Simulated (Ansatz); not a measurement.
Here is the system:

Mg (hcp, Mg type)

```cif
data_Mg2
_chemical_formula_sum 'Mg2'
_space_group_name_H-M_alt 'P63/mmc'
_space_group_IT_number 194
_space_group_name_Hall '-P 6c 2c'
_cell_length_a 3.17453
_cell_length_b 3.17453
_cell_length_c 5.18496
_cell_angle_alpha 90.000
_cell_angle_beta 90.000
_cell_angle_gamma 120.000
loop_
_atom_site_label
_atom_site_type_symbol
_atom_site_symmetry_multiplicity
_atom_site_Wyckoff_symbol
_atom_site_fract_x
_atom_site_fract_y
_atom_site_fract_z
_atom_site_occupancy
Mg1 Mg 2 d 0.66667 0.33333 0.25000 1
```

This relaxed cell (volume V₀) is scaled evenly in all directions, its shape held. Symmetry pins the atoms to their sites.

Computed with r2SCAN (plane waves to 500 eV, PAW, scalar-relativistic; Ansatz, a quantum-chemistry and plane-wave program). k mesh 17×17×9 (Γ-centred), Fermi-Dirac smearing 0.05 eV. Energies are smeared free energies. Stress and pressure are positive under compression. With the shape held, the modulus is that of even scaling; a crystal free to change shape is softer. Mg was relaxed with its symmetry unable to fall. The PAW data are Ansatz's earlier set. The zero of ΔE is the relaxed starting cell.

The scan covers V/V₀ from 0.840 to 1.160 in 9 points.

Task: What pressure does the cell carry at V/V₀ = 0.840?

Result: 9.6 GPa.

Task: What is ΔE at V/V₀ = 0.840?

Result: 94 meV/atom.

Task: What is ΔE at V/V₀ = 1.160?

Result: 56 meV/atom.

(Under strain, the slope of the energy per volume gives the stress and its curvature an elastic modulus.)
